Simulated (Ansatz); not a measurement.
Mg3SnO:
```
Mg3SnO
1.0
    4.34518     0.00000     0.00000
    0.00000     4.34518     0.00000
    0.00000     0.00000     4.34518
Sn O Mg
1 1 3
Direct
  0.00000   0.00000   0.00000
  0.50000   0.50000   0.50000
  0.50000   0.50000   0.00000
  0.50000   0.00000   0.50000
  0.00000   0.50000   0.50000
```

Relaxed with r²SCAN.

**Question.** Give the Bader charges and basin volumes of the independent atoms, r²SCAN (plane waves, PAW; program Ansatz).

**Answer.** 

```
atom  Bader charge (e)  Bader volume (Å³)
----  ----------------  -----------------
Sn1              -3.04               47.6
O2               -1.89               16.6
Mg3              +1.64                5.9
```

Space group Pm-3m (anti-perovskite). The start of the workflow was typed in or built on a structure type; neither database checked (COD, Materials Project) lists it. Whether it is the stable phase at ambient conditions was not checked. The cell was relaxed with r²SCAN under the symmetry of its start; whether a distortion lowers the energy is not shown. Spin–orbit coupling is left out wherever it is not named.

Potentials: the later of the program's two PAW sets.
